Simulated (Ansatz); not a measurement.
A relaxation computed with Ansatz, from input to last step.

```yaml
crystal:
  lattice:
    - [4.4879844788, 0.0, 0.0]
    - [-2.2439922394, 3.8867085704, 0.0]
    - [0.0, 0.0, 6.4495197237]
  atoms:
    - { symbol: Si, position: [0.163803521, 0.836196479, 0.8333333333] }
    - { symbol: Si, position: [0.3276070419, 0.163803521, 0.1666666667] }
    - { symbol: Si, position: [0.836196479, 0.6723929581, 0.5] }
    - { symbol: Si, position: [0.836196479, 0.163803521, 0.8333333333] }
    - { symbol: Si, position: [0.6723929581, 0.836196479, 0.1666666667] }
    - { symbol: Si, position: [0.163803521, 0.3276070419, 0.5] }
    - { symbol: Mo, position: [0.5, 0.0, 0.5] }
    - { symbol: Mo, position: [0.0, 0.5, 0.1666666667] }
    - { symbol: Mo, position: [0.5, 0.5, 0.8333333333] }
basis:
  ecutwfc: 500
kpoints:
  mp_grid: { grid: [12, 12, 6] }
hamiltonian:
  xc: r2scan
scf:
  occupations: { method: gaussian, width: 0.01 }
output:
  forces: true
  stress: true
  eigenvalues: true
relax:
  adjacent_minimum: "off"
  f_tol: 0.01
  max_steps: 30
  cell: { stress_tol: 0.1, fix: [volume] }
```

```bash
ansatz run input.yaml --threads 2 --pin off --max-ram 5120MiB --backend cpu --events-out ev --progress --plain --runs-dir out
```

The calculation used Ansatz 0.2.0, DFT r2SCAN, scalar-relativistic, plane waves, PAW.

The volume is held at 0.94 times that of the relaxed cell.

Of 3 frames 2 are shown, positions in Å and forces in eV/Å; the SCF threshold varies from step to step. Steps run on the plane waves of an earlier cell, with a Pulay correction in the pressure. The basis is chosen afresh for the last frame, the zero of the energies, and at times for earlier ones too; energy and pressure can step there, also at an unchanged geometry. Where two frames share a geometry here, they differ by under 2 meV/atom and 0.3 GPa.

```xyz
9
Lattice="4.4880 0.0000 0.0000 -2.2440 3.8867 0.0000 0.0000 0.0000 6.4495" Properties=species:S:1:pos:R:3:forces:R:3 pbc="T T T" step=1 free_energy_over_end_meV_per_atom=0.03 pressure_GPa=15.74
Si   -1.1413    3.2501    5.3746   -0.0092    0.0053    0.0000
Si    1.1027    0.6367    1.0749   -0.0092   -0.0053    0.0000
Si    2.2440    2.6134    3.2248    0.0000    0.0107    0.0000
Si    3.3853    0.6367    5.3746    0.0092   -0.0053    0.0000
Si    1.1413    3.2501    1.0749    0.0092    0.0053    0.0000
Si    0.0000    1.2733    3.2248    0.0000   -0.0107    0.0000
Mo    2.2440    0.0000    3.2248    0.0000    0.0000    0.0000
Mo   -1.1220    1.9434    1.0749    0.0000    0.0000    0.0000
Mo    1.1220    1.9434    5.3746    0.0000    0.0000    0.0000
9
Lattice="4.4856 0.0000 0.0000 -2.2428 3.8846 0.0000 0.0000 0.0000 6.4564" Properties=species:S:1:pos:R:3:forces:R:3 pbc="T T T" step=3 free_energy_over_end_meV_per_atom=0.00 pressure_GPa=15.71
Si   -1.1410    3.2485    5.3803   -0.0005    0.0003    0.0000
Si    1.1018    0.6361    1.0761   -0.0005   -0.0003    0.0000
Si    2.2428    2.6124    3.2282    0.0000    0.0005    0.0000
Si    3.3838    0.6361    5.3803    0.0005   -0.0003    0.0000
Si    1.1410    3.2485    1.0761    0.0005    0.0003    0.0000
Si    0.0000    1.2723    3.2282    0.0000   -0.0005    0.0000
Mo    2.2428    0.0000    3.2282    0.0000    0.0000    0.0000
Mo   -1.1214    1.9423    1.0761    0.0000    0.0000    0.0000
Mo    1.1214    1.9423    5.3803    0.0000    0.0000    0.0000
```

Time: 120 s on 2 threads of Arm Neoverse V1, on a shared host, peak memory 0.81 GiB.